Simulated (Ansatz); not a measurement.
An Ansatz (a quantum-chemistry and plane-wave program) input:

Ansatz 0.2 input:
```yaml
crystal:
  lattice:
    - [3.8643955476, 0.0, 0.0]
    - [-1.9321977738, 3.3466647145, 0.0]
    - [0.0, 0.0, 9.8171547042]
  atoms:
    - { symbol: Ca, position: [0.3333333333, 0.6666666667, 0.0007470654] }
    - { symbol: Ca, position: [0.6666666667, 0.3333333333, 0.5007470654] }
    - { symbol: H, position: [0.0, 0.0, 0.1660578063] }
    - { symbol: H, position: [0.0, 0.0, 0.6660578063] }
    - { symbol: Cl, position: [0.3333333333, 0.6666666667, 0.3173724332] }
    - { symbol: Cl, position: [0.6666666667, 0.3333333333, 0.8173724332] }
    - { symbol: O, position: [0.0, 0.0, 0.0676226949] }
    - { symbol: O, position: [0.0, 0.0, 0.5676226949] }
kpoints:
  mp_grid: { grid: [5, 5, 2] }
hamiltonian:
  xc: hse06
  pseudopotentials: { kind: paw }
scf:
  n_extra_bands: 8
  occupations: { method: fixed }
output:
  eigenvalues: true
  eigenstates:
    e_range: [-9.0, 17.2]
    kpoints:
      - [0.0, 0.0, 0.0]  # VBM
      - [0.0, 0.0, 0.0]  # CBM
      - [0.0, 0.0, 0.0]  # GAMMA
      - [0.0, 0.0, 0.5]  # A
      - [0.3333333333, 0.3333333333, 0.0]  # K
      - [0.3333333333, 0.3333333333, 0.5]  # H
      - [0.5, 0.0, 0.0]  # M
      - [0.5, 0.0, 0.5]  # L
```

Task: How many symmetry operations and irreducible k-points will the run report?

Result: 12 operations, 10 of 50 k-points.

Task: With a cutoff of 420 eV, how many plane waves at Γ?

Result: 2517.

It took about 2.6 core-minutes (a rough figure) on shared server cores.

The points marked VBM and CBM come from a semilocal run.

Space group P6_3mc. The workflow started from a Materials Project entry (that database holds measured and hypothetical structures alike); the Crystallography Open Database copy checked does not list it. Its standing as an ambient phase is unchecked. The cell was relaxed with r²SCAN under the symmetry of its start; its stability against distortions is not shown here.

Potentials: the later of the program's two PAW sets.

Ansatz is a plane-wave DFT program.
